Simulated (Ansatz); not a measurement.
## CdTe single point

Input file of Ansatz 0.2.0:

```yaml
crystal:
  lattice:
    - [0.0, 3.255155, 3.255155]
    - [3.255155, 0.0, 3.255155]
    - [3.255155, 3.255155, 0.0]
  atoms:
    - { symbol: Cd, position: [0.0, 0.0, 0.0] }
    - { symbol: Te, position: [0.25, 0.25, 0.25] }
  symmetry: { tolerance: 0.0003 }
kpoints:
  mp_grid: { grid: [7, 7, 7], shift: [0, 0, 0] }
  band_path:
    path:
      - [0.0, 0.0, 0.0]
      - [-0.5, -0.5, 0.0]
      - [-0.375, -0.375, 0.25]
      - [-0.375, 0.0, 0.375]
      - [0.0, 0.0, 0.0]
      - [0.0, 0.0, 0.5]
      - [-0.5, -0.25, 0.25]
      - [-0.5, -0.5, 0.0]
    npoints: 8
magnetization:
  spin_polarized: false
scf:
  occupations: { method: fermi_dirac, width: 0.0238 }
  lower_state_search: "off"
  max_iter: 200
hamiltonian:
  pseudopotentials: { kind: paw }
  xc: pbe
basis:
  ecutwfc: 420
  fft_grid_basis: typed
output:
  forces: true
  stress: true
  eigenvalues: true
  bader: true
  populations: true
  elf: true
  write_potential: true
  volumetric_format: npy
  dos:
    e_range: [-12, 8]
    de: 0.05
    projected: { site_lists: { Cd: [Cd], Te: [Te] } }
checkpoint:
  read: saved_state
```

The saved state is an earlier solution for the same cell, perhaps on another mesh. 

Output (shortened):

```
Free energy (F): -15235.3170 eV
Harris-Foulkes:  -15235.3170 eV  (|F-HF|=6.73e-8)
Internal energy: -15235.3170 eV  (E = F + TS)
E sigma→0 (E₀):  -15235.3170 eV
Fermi energy:    7.6497 eV
--- Per-component energies (eV) ---
  E_band       = -795.3820
  E_kinetic    = 685.4987
  E_local      = -5448.8907  (includes V_loc(G=0)·N_el)
  E_nonlocal   = -276.7686
  E_hartree    = 2745.5791
  E_xc         = -301.0229
  E_vxc        = -325.7678  (∫ρ·V_xc dr)
  E_paw        = -8745.9014  (= ΣΔE_a)
  E_vpaw       = -920.6001  (= ΣTr[D̂ρ^β])
  E_aug_tail   = -0.0002  (compensation charges beyond the density's cutoff)
  E_ewald      = -3893.8111
  E_smearing   =  0.0000  (= −TS)
--- Stress (GPa, compression-positive) ---
        1.9548       0.0000       0.0000
        0.0000       1.9548       0.0000
        0.0000       0.0000       1.9548
  P = ⅓ Tr σ = 1.9548 GPa (19.548 kbar)
--- Bader charges: 2 sites ---
  site symbol  charge [e]  shift [e]
     0     Cd      0.5128     0.0010
     1     Te     -0.5128     0.0010
```

Origin: a database entry at a rescaled volume.
